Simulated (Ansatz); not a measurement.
**AgPt3: sound and stiffness along [100], [110] and [111]**

The calculation used DFT LDA, scalar-relativistic, plane waves, PAW in Ansatz 0.2.0. Settings: 420 eV plane-wave cutoff, Γ-centred 12×12×12 mesh, Fermi-Dirac smearing of 0.15 eV. No spin polarisation.

Equilibrium structure at this level:
```cif
data_structure
_symmetry_space_group_name_H-M 'Pm-3m'
_symmetry_Int_Tables_number 221
_cell_length_a 3.9132
_cell_length_b 3.9132
_cell_length_c 3.9132
_cell_angle_alpha 90.000
_cell_angle_beta 90.000
_cell_angle_gamma 90.000
_cell_volume 59.92
loop_
_atom_site_label
_atom_site_type_symbol
_atom_site_symmetry_multiplicity
_atom_site_Wyckoff_symbol
_atom_site_fract_x
_atom_site_fract_y
_atom_site_fract_z
_atom_site_occupancy
Ag1 Ag 1 a 0.00000 0.00000 0.00000 1
Pt1 Pt 3 c 0.00000 0.50000 0.50000 1
```

In a metal, frequencies and elastic constants depend on the k mesh and the smearing, soft modes and shear constants most. Spin–orbit coupling is left out, which can shift energies with elements as heavy as these.

With ions relaxed, on the cubic axes: C11 = 322.1, C12 = 225.9, C44 = 99.9 GPa. The density is 19.207 g/cm³.

Question: Is the crystal stable against strain, and how anisotropic is it?

Answer: Born's conditions hold: C11 + 2C12 = 773.9, C11 − C12 = 96.2 and C44 = 99.9 GPa are all positive. B = (C11 + 2C12)/3 = 258.0 GPa. The two shear moduli are C44 and C′ = (C11 − C12)/2 = 48.1 GPa, so Zener's ratio is A = C44/C′ = 2.08: the tetragonal shear C′ is the soft one, as in many fcc and bcc metals and zincblende crystals. The Cauchy pressure C12 − C44 is 126.1 GPa; it would vanish for pair forces between atoms on inversion centres at zero pressure, and a positive value is usual with metallic or many-body binding, and where atoms off inversion centres relax under shear, which lowers C44.

Question: Give the sound speeds along the three symmetry directions.

Answer: The Christoffel equation gives ρv² for each branch:
| direction | branch | ρv² | GPa | v (m/s) |
| --- | --- | --- | --- | --- |
| [100] | L | C11 | 322.1 | 4095 |
| [100] | T (×2) | C44 | 99.9 | 2280 |
| [110] | L | (C11 + C12 + 2C44)/2 | 373.9 | 4412 |
| [110] | T, u ∥ [001] | C44 | 99.9 | 2280 |
| [110] | T, u ∥ [1-10] | (C11 − C12)/2 | 48.1 | 1582 |
| [111] | L | (C11 + 2C12 + 4C44)/3 | 391.1 | 4513 |
| [111] | T (×2) | (C11 − C12 + C44)/3 | 65.3 | 1844 |

Question: How does Young's modulus depend on direction?

Answer: Inverting gives S11 = 7.364, S12 = -3.036, S44 = 10.014 TPa⁻¹. Along a unit vector (l, m, n), 1/E = S11 − 2(S11 − S12 − S44/2)(l²m² + m²n² + n²l²), where the last bracket is 0, 1/4 and 1/3 for [100], [110] and [111]: E = 136, 214 and 265 GPa. With A > 1 the body diagonal is stiffest. For a film on (001), the biaxial modulus is C11 + C12 − 2C12²/C11 = 231 GPa and the normal strain is −2C12/C11 = -1.40 times the in-plane one.

Cost: 2 runs of about 15 core-minutes in all, on Intel Xeon Platinum 8259CL (Skylake/Cascade Lake) (shared hosts).